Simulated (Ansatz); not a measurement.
HfN (rock salt, space group No. 225) at seven volumes, PBEsol (plane waves, PAW; program Ansatz), scaled uniformly. One row is withheld.

```
V (Å³/atom)  P (GPa)
-----------  -------
10.377         32.72
10.719         20.03
11.061             ?
11.403         -0.03
11.746         -7.91
12.088        -14.64
12.430        -20.40
```

**Question.** Fit the shown pressures and predict the withheld one.

**Answer.** P = (3/2)B₀(x^(7/2) − x^(5/2))[1 + (3/4)(B′ − 4)(x − 1)] with x = (V₀/V)^(2/3). Least squares on the six rows gives V₀ = 11.402 Å³/atom, B₀ = 284 GPa, B′ = 4.26. At V = 11.061, x = 1.0204 and P = 9.20 GPa. The run itself gave 9.21 GPa.

Space group Fm-3m (rock salt). The cell was relaxed with PBEsol under the symmetry of its start. No spin polarisation was allowed. Scalar-relativistic: spin–orbit coupling is off unless named, which matters more the heavier the elements.

Potentials: the later of the program's two PAW sets.
